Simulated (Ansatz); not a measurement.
Space group R3m:H (No. 160). a = 3.356 Å, b = 3.356 Å, c = 26.111 Å, α = 90.00°, β = 90.00°, γ = 120.00°
| atom | site | symmetry | x | y | z |
| --- | --- | --- | --- | --- | --- |
| Zn | 3a | 3m | 0.6667 | 0.3333 | 0.1145 |
| In | 3a | 3m | 0.6667 | 0.3333 | 0.3303 |
| Ga | 3a | 3m | 0.0000 | 0.0000 | 0.2129 |
| O | 3a | 3m | 0.6667 | 0.3333 | 0.0381 |
| O | 3a | 3m | 0.0000 | 0.0000 | 0.2888 |
| O | 3a | 3m | 0.6667 | 0.3333 | 0.2123 |
| O | 3a | 3m | 0.0000 | 0.0000 | 0.1365 |

Equation of state of this ZnInGaO₄ structure (not necessarily the ground state), with shape and atoms relaxed at each volume where symmetry leaves them free. Method: DFT PBE, scalar-relativistic, plane waves, PAW in Ansatz 0.2.0.

Plane waves to 420 eV, a k mesh through Γ of 12×12×12 on the computed 7-atom cell and Gaussian smearing (0.02 eV); no spin polarisation.

```json
{"V (Å³/atom)": "10.674", "E − E(largest V) (meV/atom)": "57.38", "P (GPa)": "26.34", "gap on mesh (eV)": "1.62"}
{"V (Å³/atom)": "11.037", "E − E(largest V) (meV/atom)": "7.27", "P (GPa)": "18.02", "gap on mesh (eV)": "1.48"}
{"V (Å³/atom)": "11.401", "E − E(largest V) (meV/atom)": "-25.45", "P (GPa)": "10.98", "gap on mesh (eV)": "1.36"}
{"V (Å³/atom)": "11.765", "E − E(largest V) (meV/atom)": "-43.44", "P (GPa)": "5.03", "gap on mesh (eV)": "1.23"}
{"V (Å³/atom)": "12.129", "E − E(largest V) (meV/atom)": "-48.98", "P (GPa)": "-0.01", "gap on mesh (eV)": "1.11"}
{"V (Å³/atom)": "12.493", "E − E(largest V) (meV/atom)": "-43.97", "P (GPa)": "-4.28", "gap on mesh (eV)": "1.00"}
{"V (Å³/atom)": "12.857", "E − E(largest V) (meV/atom)": "-30.06", "P (GPa)": "-7.88", "gap on mesh (eV)": "0.89"}
{"V (Å³/atom)": "13.342", "E − E(largest V) (meV/atom)": "0.00", "P (GPa)": "-11.82", "gap on mesh (eV)": "0.77"}
```

**Question.** Fit a third-order Birch–Murnaghan equation to E(V).

**Answer.** V0 = 12.13 Å³/atom, B0 = 154 GPa, B0' = 4.5.

Cost: 8 runs of about 39 core-minutes in all, on Intel Xeon Processor @ 2.70GHz (shared hosts).